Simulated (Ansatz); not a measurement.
Data:

HfSi:
```cif
data_Hf4Si4
_chemical_formula_sum 'Hf4 Si4'
_space_group_name_H-M_alt 'P 1'
_space_group_IT_number 1
_cell_length_a 6.86299
_cell_length_b 3.77487
_cell_length_c 5.22621
_cell_angle_alpha 90.000
_cell_angle_beta 90.000
_cell_angle_gamma 90.000
loop_
_space_group_symop_operation_xyz
  'x, y, z'
loop_
_atom_site_label
_atom_site_type_symbol
_atom_site_fract_x
_atom_site_fract_y
_atom_site_fract_z
_atom_site_occupancy
Hf1 Hf 0.67546 0.25000 0.37396 1
Hf2 Hf 0.32454 0.75000 0.62604 1
Hf3 Hf 0.82454 0.75000 0.87396 1
Hf4 Hf 0.17546 0.25000 0.12604 1
Si1 Si 0.54302 0.25000 0.86096 1
Si2 Si 0.45698 0.75000 0.13904 1
Si3 Si 0.95698 0.75000 0.36096 1
Si4 Si 0.04302 0.25000 0.63904 1
```

This is the r²SCAN-relaxed structure.

Task: All from r²SCAN (plane waves, PAW; program Ansatz), unless another level is named. Estimate the electronic character.

Result: metallic (no gap).

Task: And the formation energy from the elements (no fitted shifts)?

Result: -0.86 eV/atom.

Task: Predict the density of states at the Fermi level.

Result: 0.16 states/eV per atom (mean over ±0.08 eV).

Space group Pnma. The workflow started from a Materials Project entry (that database holds measured and hypothetical structures alike); the Crystallography Open Database files this formula in space group No. 62, but the cells were not matched. Its standing as an ambient phase is unchecked. Symmetry was held in the r²SCAN relaxation; whether a distortion lowers the energy is not shown. The run is not spin-polarised. The references are the lowest solids computed at this level, not always the standard phases. Scalar-relativistic: spin–orbit coupling is off unless named, which matters more the heavier the elements.

Potentials: the earlier of the program's two PAW sets.
